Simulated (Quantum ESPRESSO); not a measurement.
# Kohn-Sham bands of HgTe (P3₁21)

```
HgTe
1.0
    4.65544     0.00000     0.00000
   -2.32772     4.03173     0.00000
    0.00000     0.00000    10.42319
Hg Te
3 3
Direct
  0.31614   0.31614   0.00000
  0.68386   0.00000   0.33333
  0.00000   0.68386   0.66667
  0.48557   0.48557   0.50000
  0.51443   0.00000   0.83333
  0.00000   0.51443   0.16667
```

Structure: Materials Project mp-358, symmetrised, not relaxed again. Not found in the COD (Crystallography Open Database) copy used, which has the formula in other groups; not checked further. Level: PBEsol, no spin polarisation, no spin-orbit coupling; pw.x of Quantum ESPRESSO at 66 Ry with PseudoDojo potentials, 4×4×4 k-points, Wannier90. Density: 12×12×4 mesh, cold smearing 0.01 Ry. The cell is built of weakly bound layers, chains or molecules. Database cells relaxed without dispersion often hold them too far apart, which can enlarge gaps and weakens couplings between them; spacing and stacking were not compared with the measured crystal. Spin-orbit coupling is left out although heavy elements are present.

List the Kohn-Sham levels between −8 and 3.6 eV relative to the valence-band maximum at the high-symmetry points, as a band run of pw.x on that density gives them (levels within 2 meV counted together).


```csv
point,k (reciprocal lattice),levels (eV)
Γ,0.000 0.000 0.000,"-7.25 (×2), -6.98, -6.95 (×2), -6.80, -6.73, -6.72 (×2), -6.53 (×2), -6.50, -6.46 (×2), -6.44, -4.53 (×2), -1.87, -1.68, -1.23 (×2), -0.20, -0.18 (×2), 0.60, 2.13 (×2), 3.05 (×2)"
M,0.500 0.000 0.000,"-7.24, -7.19, -6.97, -6.83 (×2), -6.80, -6.66, -6.65, -6.61, -6.49, -6.49, -6.47, -6.41, -6.39, -6.03, -5.01, -4.91, -3.66, -3.38, -2.36, -2.02, -1.33, -1.05, -0.88, 0.69, 1.53, 1.75, 2.55"
K,0.333 0.333 0.000,"-7.24 (×2), -6.84 (×2), -6.79, -6.75, -6.66 (×2), -6.51, -6.50 (×2), -6.42, -6.39 (×2), -6.17, -4.64 (×2), -4.61, -3.39, -2.69 (×2), -1.37, -0.99 (×2), 0.82, 1.55 (×2)"
A,0.000 0.000 0.500,"-7.60, -7.05 (×2), -6.92, -6.81 (×2), -6.79, -6.71 (×2), -6.53 (×2), -6.50, -6.49, -6.44 (×2), -4.96, -3.22 (×2), -1.28, -1.27 (×2), -0.27 (×2), 0.00, 1.41 (×2), 2.05, 2.63"
L,0.500 0.000 0.500,"-7.50, -6.98, -6.89, -6.86, -6.79, -6.71, -6.65, -6.64, -6.62, -6.49, -6.48, -6.43, -6.41, -6.31, -6.31, -5.15, -4.66, -3.96, -2.94, -2.34, -2.02, -1.92, -1.06, -0.79, 0.97, 1.56, 2.31, 2.61"
H,0.333 0.333 0.500,"-7.49, -6.86 (×2), -6.81, -6.74 (×2), -6.72, -6.64 (×2), -6.47, -6.45 (×2), -6.41, -6.34 (×2), -4.86, -4.53 (×2), -2.66 (×2), -2.27 (×2), -2.01, -0.92, 1.72, 2.15 (×2)"
```
